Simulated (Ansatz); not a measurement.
LuPb2:
Space group I4/mmm (No. 139); a = 3.9180 Å, b = 3.9180 Å, c = 10.9164 Å, α = 90.00°, β = 90.00°, γ = 90.00°

```
atom  site  symmetry       x       y       z
----  ----  --------  ------  ------  ------
Lu      2a     4/mmm  0.0000  0.0000  0.0000
Pb      4e       4mm  0.0000  0.0000  0.3380
```
(The calculation used a cell of 3 atoms; values per cell refer to that cell.)

Relaxed at zero pressure with r²SCAN (plane waves, PAW; program Ansatz).

The volume is lowered by 6 % and shape and atoms relax at that volume. What pressure results, and how do the axes share the change?

3.8 GPa; a -2.0 %, b -2.0 %, c -2.1 %; the energy rises by 19 meV/atom.

Give the new structure.


Space group I4/mmm (No. 139); a = b = 3.8389 Å, c = 10.6891 Å, α = β = γ = 90.00°

```
atom  site  symmetry       x       y       z
----  ----  --------  ------  ------  ------
Lu      2a     4/mmm  0.0000  0.0000  0.0000
Pb      4e       4mm  0.0000  0.0000  0.3368
```

The phase is kept; no other phase was compared at this pressure.

The workflow started from an entry of the Crystallography Open Database (COD). Whether it is the stable phase at ambient conditions was not checked. The cell was relaxed with r²SCAN under the symmetry of its start; its stability against distortions is not shown here. Axis ratios of metals converge slowly with the k-mesh, so a and c are less sure than the volume. Scalar-relativistic: spin–orbit coupling is off unless named, which matters more the heavier the elements.

Potentials: the later of the program's two PAW sets.
